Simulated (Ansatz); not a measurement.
A geometry of SnSe away from equilibrium: step 2 of the relaxation of a randomly generated symmetric cell of SnSe (space group No. 38). Method: r2SCAN (plane waves to 500 eV, PAW, scalar-relativistic; Ansatz, a program for electronic structure). Γ-centred k-mesh 4×5×5 on the run's cell (coarser than for final values), Fermi–Dirac smearing 0.05 eV. The plane waves were selected for a different cell earlier on the path.

```
SnSe
1.0
    5.69873     0.00000     0.00000
    0.00000     2.96321     3.83496
    0.00000    -2.96321     3.83496
Se Sn
2 2
Direct
  0.00000   0.65437   0.65437
  0.50000   0.20880   0.20880
  0.00000   0.28444   0.28444
  0.50000   0.73493   0.73493
```

Problem. What forces act on the atoms (eV/Å)?

Solution. 
```csv
atom,Fx,Fy,Fz
Se1,0.00,0.00,0.00
Se2,0.00,0.00,-0.27
Sn3,0.00,0.00,-0.09
Sn4,0.00,0.00,0.35
```

The path ends in I4mm (No. 107). No spin polarisation in the result.

The run could not lose the symmetry of its start: the end is stationary, and may be a saddle point rather than a minimum.

The end of the path is a generated cell of SnSe: the first start was made by a random draw of sites in a space group, and the end was not matched to a known phase here, so it may be hypothetical. Known forms of SnSe include space group No. 62.
